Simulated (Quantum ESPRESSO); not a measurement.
Kohn-Sham bands of RbBr (rock salt)

```
CELL_PARAMETERS angstrom
      0.00000     3.45595     3.45595
      3.45595     0.00000     3.45595
      3.45595     3.45595     0.00000
ATOMIC_POSITIONS crystal
  Rb 0.00000 0.00000 0.00000
  Br 0.50000 0.50000 0.50000
```

Cell from Materials Project (mp-22867), symmetrised, no further relaxation. COD (Crystallography Open Database) has an entry of this formula and space group (matched by these alone). Method: PBEsol plane waves in Quantum ESPRESSO 7.5 (PseudoDojo norm-conserving files, 37 Ry, no spin polarisation, no spin-orbit coupling), Bloch states on a 8×8×8 mesh through Γ, Wannier90 4.0.1. Density: 8×8×8 mesh, cold smearing 0.01 Ry. Spin-orbit coupling, left out, would split the p-like bands by a few tenths of an eV.

Energies are relative to the valence-band maximum; weights are on the orthonormalised atomic waves of the pseudopotential files, averaged over the group. 16 electrons a cell are treated as valence.

Problem. Into which isolated groups do the bands fall, where do they lie and what are they made of?

Solution. 
```json
[
 {"bands": "1", "from (eV)": "-24.42", "to (eV)": "-24.41", "filling": "filled", "weight on atomic waves": "Rb 4s 99 %"},
 {"bands": "2", "from (eV)": "-12.21", "to (eV)": "-12.12", "filling": "filled", "weight on atomic waves": "Br 4s 93 %, Rb 5s 5 %"},
 {"bands": "3–5", "from (eV)": "-8.67", "to (eV)": "-8.46", "filling": "filled", "weight on atomic waves": "Rb 4p 98 %"},
 {"bands": "6–8", "from (eV)": "-0.97", "to (eV)": "0.00", "filling": "filled", "weight on atomic waves": "Br 4p 95 %"}
]
```

The Kohn-Sham gap over both meshes and the path is 4.16 eV.
